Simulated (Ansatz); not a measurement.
Ansatz (a quantum-chemistry and plane-wave program) input:

Ansatz 0.2 input:
```yaml
crystal:
  lattice:
    - [-1.8685843923, 1.8685843923, 2.6465639211]
    - [1.8685843923, -1.8685843923, 2.6465639211]
    - [1.8685843923, 1.8685843923, -2.6465639211]
  atoms:
    - { symbol: Zn, position: [0.0, 0.0, 0.0] }
    - { symbol: Se, position: [0.5, 0.5, 0.0] }
kpoints:
  mp_grid: { grid: [11, 11, 11] }
  band_path:
    path:
      - [[0.0, 0.0, 0.0], [0.0, 0.0, 0.5], [0.25, 0.25, 0.25], [0.0, 0.5, 0.0], [0.0, 0.0, 0.0], [0.5, 0.5, -0.5], [0.3746237075, 0.6253762925, -0.3746237075]]  # Γ-X-P-N-Γ-M-S
      - [[-0.3746237075, 0.3746237075, 0.3746237075], [0.0, 0.0, 0.0]]  # S_0-Γ
      - [[0.0, 0.0, 0.5], [-0.249247415, 0.249247415, 0.5]]  # X-R
      - [[0.5, 0.5, -0.249247415], [0.5, 0.5, -0.5]]  # G-M
    npoints: 8
basis: { xc_grid: 2 }
hamiltonian:
  xc: pbe
  dispersion: d3bj
  pseudopotentials: { azcp: { folder: ./paw }, kind: paw_fr }
magnetization: { noncollinear: true, spin_orbit: true }
scf:
  n_extra_bands: 12
  convergence: { dr2_threshold: 0.0000000001 }
  occupations: { method: gaussian, width: 0.05 }
output: { eigenvalues: true }
```

Output (shortened):

```
Pseudopotential: Zn, paw, valence charge 12
Pseudopotential: Se, paw, valence charge 16
Functional definition: PBE
non-collinear run that drives no moment, with spin-orbit …
Crystal: 2 atoms, lattice volume = 36.963 Å³
Basis set: ecut = 420 eV, 725 PW (Γ), exchange–correlation on 50×50×50 points (8 copies of the dense FFT grid, shifted against one another)
Bands: 40, of which v1, the nominal top of the filled ones, is band 28 counted from 1 (27 counted from 0)
Symmetry: 16 space group operations + 16 with time reversal
k-points: 126 of 1331
Projection manifold: j_resolved (fully-relativistic pseudo-atomic orbitals)
SCF iter   1: F=—  HF=-8790.259485 eV  |F-HF|=—  |Δ(HF+E_count)|=         —  Δρ=6.72e-2  dr2=9.26e-1  dr2_m=0.00e0 (ungated)  ethr=3.10e-3  |M|=0.00e0 ∫|m|=0.00e0 μB  |m|>n=0.0e0 m-floor=0.0e0 τ_xc=0.0e0  β_m=0.30  ⟨swp⟩=7.6  Hψ=17187  notcnv=0  defer=172
preconditioner: auto → Kerker (q_TF=auto, 2.605 Å⁻¹)
spin=Noncollinear: Kerker preconditioning applied to the charge; magnetization (m_x, m_y, m_z) channels mix plain (no charge-response kernel on spin).
SCF iter   2: F=—  HF=-8790.046310 eV  |F-HF|=—  |Δ(HF+E_count)|=   2.13e-1  Δρ=3.60e-2  dr2=3.03e-1  dr2_m=0.00e0 (ungated)  ethr=3.10e-3  |M|=0.00e0 ∫|m|=0.00e0 μB  |m|>n=0.0e0 m-floor=0.0e0 τ_xc=0.0e0  β_m=0.44  ⟨swp⟩=2.7  Hψ=4112  notcnv=0  defer=614
SCF iter   3: F=—  HF=-8789.949108 eV  |F-HF|=—  |Δ(HF+E_count)|=   9.72e-2  Δρ=1.29e-2  dr2=4.06e-2  dr2_m=0.00e0 (ungated)  ethr=1.08e-3  |M|=0.00e0 ∫|m|=0.00e0 μB  |m|>n=0.0e0 m-floor=0.0e0 τ_xc=0.0e0  β_m=0.54  ⟨swp⟩=2.4  Hψ=3572  notcnv=0  defer=600
SCF iter   4: F=—  HF=-8789.941232 eV  |F-HF|=—  |Δ(HF+E_count)|=   7.88e-3  Δρ=4.64e-3  dr2=3.92e-3  dr2_m=0.00e0 (ungated)  ethr=1.45e-4  |M|=0.00e0 ∫|m|=0.00e0 μB  |m|>n=0.0e0 m-floor=0.0e0 τ_xc=0.0e0  β_m=0.77  ⟨swp⟩=2.7  Hψ=4068  notcnv=0  defer=592
SCF iter   5: F=—  HF=-8789.943868 eV  |F-HF|=—  |Δ(HF+E_count)|=   2.64e-3  Δρ=9.39e-4  dr2=2.82e-4  dr2_m=0.00e0 (ungated)  ethr=1.40e-5  |M|=0.00e0 ∫|m|=0.00e0 μB  |m|>n=0.0e0 m-floor=0.0e0 τ_xc=0.0e0  β_m=0.70  ⟨swp⟩=2.1  Hψ=4925  notcnv=0  defer=610
SCF iter   6: F=—  HF=-8789.943560 eV  |F-HF|=—  |Δ(HF+E_count)|=   3.07e-4  Δρ=5.94e-4  dr2=6.92e-5  dr2_m=0.00e0 (ungated)  ethr=1.01e-6  |M|=0.00e0 ∫|m|=0.00e0 μB  |m|>n=0.0e0 m-floor=0.0e0 τ_xc=0.0e0  β_m=0.85  ⟨swp⟩=2.0  Hψ=3985  notcnv=0  defer=610
SCF iter   7: F=—  HF=-8789.943616 eV  |F-HF|=—  |Δ(HF+E_count)|=   5.51e-5  Δρ=1.57e-4  dr2=6.86e-6  dr2_m=0.00e0 (ungated)  ethr=2.47e-7  |M|=0.00e0 ∫|m|=0.00e0 μB  |m|>n=0.0e0 m-floor=0.0e0 τ_xc=0.0e0  β_m=0.87  ⟨swp⟩=2.0  Hψ=3270  notcnv=0  defer=610
SCF iter   8: F=—  HF=-8789.943624 eV  |F-HF|=—  |Δ(HF+E_count)|=   8.37e-6  Δρ=6.37e-5  dr2=2.13e-6  dr2_m=0.00e0 (ungated)  ethr=2.45e-8  |M|=0.00e0 ∫|m|=0.00e0 μB  |m|>n=0.0e0 m-floor=0.0e0 τ_xc=0.0e0  β_m=0.94  ⟨swp⟩=2.0  Hψ=3197  notcnv=0  defer=610
SCF iter  12: F=-8789.943625 eV  HF=-8789.943625 eV  |F-HF|=2.00e-11  |Δ(HF+E_count)|=  2.76e-10  Δρ=2.52e-7  dr2=1.69e-11  dr2_m=0.00e0 (ungated)  ethr=1.00e-12  |M|=0.00e0 ∫|m|=0.00e0 μB  |m|>n=0.0e0 m-floor=0.0e0 τ_xc=0.0e0  ⟨swp⟩=9.2  Hψ=10470  notcnv=0
SCF 1 converged in 12 iterations: F = -8789.943625 eV  dr2 = 1.69e-11
NSCF: frozen V_eff on 76 k-points
SCF converged after 12 iterations
Magnetization: |M| = 0.0000 μB,  M = (+0.0000, +0.0000, +0.0000) μB
Absolute magnetization: 0.0000 μB (∫|m|)
  site 0: m = (+0.0000, +0.0000, +0.0000) μB, |m| = 0.0000 μB  (R = 1.09 Å)
  site 1: m = (+0.0000, +0.0000, +0.0000) μB, |m| = 0.0000 μB  (R = 1.09 Å)
Free energy (F): -8789.943625 eV
Harris-Foulkes:  -8789.943625 eV  (|F-HF|=2.00e-11)
Internal energy: -8789.942136 eV  (E = F + TS)
E sigma→0 (E₀):  -8789.942880 eV
Entropy (-TS):   -0.001489 eV (-0.745 meV/atom)
Fermi energy:    9.582827 eV
--- Per-component energies (eV) ---
  E_band       = -311.700518
  E_kinetic    = 258.054175
  E_local      = -4224.362112  (includes V_loc(G=0)·N_el)
  E_nonlocal   = 467.852029
  E_hartree    = 1969.163400
  E_xc         = -163.565447
  E_vxc        = -141.522854  (∫ρ·V_xc dr)
  E_paw        = -4029.438767  (= ΣΔE_a)
  E_vpaw       = -610.047827  (= ΣTr[D̂ρ^β])
  E_aug_tail   = -0.000580  (compensation charges beyond the density's cutoff)
  E_ewald      = -3066.842688
  E_disp       = -0.802146  (pairwise vdW)
  E_smearing   = -0.001489  (= −TS)
  E_closure    = 0.000000  (closes the sum)
  Σ components = -8789.943625   (vs F -8789.943625, Δ=0.00e0)
  [band-id]    e_kinetic+e_local+e_nonlocal+2·e_hartree+e_vxc+e_vpaw+e_augmentation_tail = -311.700369   (vs E_band -311.700518, Δ=1.49e-4)
--- Band table (eV; the first three rows and the last of 126) ---
  k-point 0: bands = ["-38.0611", "-38.0611", "-38.0606", "-38.0606", "-37.1685", "-37.1685", "-37.1679", "-37.1679", "-37.1659", "-37.1659", "-4.5190", "-4.5190", "2.7328", "2.7328", "2.7336", "2.7336", "3.0791", "3.0791", "3.0799", "3.0799", "3.0909", …
  k-point 1: bands = ["-38.0611", "-38.0611", "-38.0605", "-38.0605", "-37.1685", "-37.1685", "-37.1678", "-37.1678", "-37.1659", "-37.1659", "-4.4008", "-4.4008", "2.7138", "2.7138", "2.7336", "2.7336", "3.0516", "3.0516", "3.0797", "3.0797", "3.0939", …
  k-point 2: bands = ["-38.0610", "-38.0610", "-38.0605", "-38.0605", "-37.1684", "-37.1684", "-37.1678", "-37.1678", "-37.1658", "-37.1658", "-4.0695", "-4.0695", "2.6493", "2.6493", "2.7333", "2.7333", "3.0094", "3.0094", "3.0742", "3.0742", "3.1130", …
  k-point 125: bands = ["-38.0609", "-38.0609", "-38.0601", "-38.0601", "-37.1683", "-37.1683", "-37.1677", "-37.1677", "-37.1652", "-37.1652", "-2.8040", "-2.8040", "2.7114", "2.7114", "2.9634", "2.9634", "3.0514", "3.0514", "3.2181", "3.2181", "3.4905", …
```

Cost: about 80 core-seconds (a rough figure) on shared cores.

Space group Fm-3m (rock salt). This is a known high-pressure phase of the composition, computed here at zero pressure and temperature. The cell was relaxed with PBE+D3(BJ) under the symmetry of its start; its stability against distortions is not shown here. Point labels and valley counts follow the cell and symmetry of the run, lower than the named group.

Potentials: the earlier of the program's two PAW sets.

Ansatz is a plane-wave DFT program.
